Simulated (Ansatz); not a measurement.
# Bi2Se3: calculated against measured nuclear parameters

Cell of run 1: a structure deposited in the COD, its atoms then relaxed with PBE in this cell.

```
CELL_PARAMETERS angstrom
2.07150 1.19598 9.54533
-2.07150 1.19598 9.54533
0.00000 -2.39196 9.54533
ATOMIC_POSITIONS crystal
Bi 0.40061 0.40061 0.40061
Bi 0.59939 0.59939 0.59939
Se 0.00000 0.00000 0.00000
Se 0.21113 0.21113 0.21113
Se 0.78887 0.78887 0.78887
```

Atom numbers follow the list; atoms alike are taken as one site, whose name carries the number of the first.

All runs are DFT with Ansatz 0.2.0 (plane waves and PAW, scalar-relativistic unless spin–orbit coupling is named, Γ-centred meshes, Fermi–Dirac smearing) in this cell.

Run 1: PBE, gradients read without the response of the cores, atoms relaxed; 420 eV, 8×8×8 k-points, smearing 0.02 eV.

Bi-209: I = 9/2, Q = -516.0 mb (Pyykkö 2018). C_Q = eQV_zz/h. ν_Q = 3|C_Q|/[2I(2I − 1)].

Task: Give ν_Q of Bi-209 for each run, and set them against experiment.

Result: 

```
     quantity  unit  measured  run 1
ν_Q of Bi-209   MHz     0.176  0.322
```

For the ν_Q of Bi-209, the calculation misses by +83 %.

**Where the measured values come from.**

“Hyperfine coupling and spin polarization in the bulk of the topological insulator Bi2Se3”, 2014, arxiv:1407.1040 reports, for a bulk crystal: ν_Q of Bi-209 176 ± 2 kHz. On the ν_Q of Bi-209: satellite line spacing, not the full coupling constant e2qQ/h; common value for three n-doped samples.

The runs hold the atoms at rest, while the measurements include thermal motion.

Leaving out spin–orbit coupling shifts gradients on Bi by a few per cent in wide-gap crystals, and can shift them far more where the calculated gap is small or absent, as here. Newer work puts Q(²⁰⁹Bi) near −420 mb, which would lower these couplings by about a fifth. In run 1 the gap is small for the k-mesh or the smearing, and small gradients can still move by 0.1 × 10²¹ V/m² or more.
